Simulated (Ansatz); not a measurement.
CuCl:
```cif
data_Cl4Cu4
_chemical_formula_sum 'Cu4 Cl4'
_space_group_name_H-M_alt 'F-43m'
_space_group_IT_number 216
_space_group_name_Hall 'F -4 2 3'
_cell_length_a 5.28991
_cell_length_b 5.28991
_cell_length_c 5.28991
_cell_angle_alpha 90.000
_cell_angle_beta 90.000
_cell_angle_gamma 90.000
loop_
_atom_site_label
_atom_site_type_symbol
_atom_site_symmetry_multiplicity
_atom_site_Wyckoff_symbol
_atom_site_fract_x
_atom_site_fract_y
_atom_site_fract_z
_atom_site_occupancy
Cu1 Cu 4 a 0.00000 0.00000 0.00000 1
Cl1 Cl 4 c 0.25000 0.25000 0.25000 1
```
(The calculation used a cell of 2 atoms; values per cell refer to that cell.)

Relaxed with PBEsol. 

### Question
HSE06 on this cell (Ansatz, an electronic-structure program, PAW) gives a gap of 2.45 eV. What does PBEsol give?

### Answer
0.55 eV.

Cost on shared cores: the PBEsol run (SCF on a 9×9×9 mesh, then bands and DOS) around 19 core-seconds (rough), the HSE06 run (SCF on 7×7×7, then a few points) about 2.5 core-minutes (a rough figure); the tasks are unlike.

The PBEsol relaxation kept the symmetry of its start. The run is not spin-polarised.

Potentials: the earlier of the program's two PAW sets. The files were generated under PBE; for other functionals the program regenerates the frozen cores, and for LDA and PBEsol the local potential too.

Ansatz is a plane-wave DFT program.
